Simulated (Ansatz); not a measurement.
Relaxed-ion elastic tensor of AlPt (rock salt, Fm-3m) in GPa (Voigt order), PBEsol in the plane-wave PAW code Ansatz; density 11.24 g/cm³, 16.40 Å³ per atom.

```
 290  77.6  77.6   0.0   0.0   0.0
77.6   290  77.6   0.0   0.0   0.0
77.6  77.6   290   0.0   0.0   0.0
 0.0   0.0   0.0   1.0   0.0   0.0
 0.0   0.0   0.0   0.0   1.0   0.0
 0.0   0.0   0.0   0.0   0.0   1.0
```

**Question.** Is the crystal mechanically stable?

**Answer.** On the edge, within the error: the smallest eigenvalue of C is 1.0 GPa.

**Question.** Work out the Voigt and Reuss bounds. Is their mean of use?

**Answer.** K_V = 148, K_R = 148; G_V = 43.0, G_R = 1.6 GPa. The bounds lie so far apart that a Hill average or a Debye temperature from it would say little.

The start of the workflow was typed in or built on a structure type; neither database checked (COD, Materials Project) lists it. Its standing as an ambient phase is unchecked. The PBEsol relaxation kept the symmetry of its start; its stability against distortions is not shown here. No spin polarisation was allowed. As this level gives no gap, shear constants depend on the k-mesh and smearing (Fermi–Dirac, 0.1 eV here). Spin–orbit coupling is left out wherever it is not named.

Potentials: the later of the program's two PAW sets.
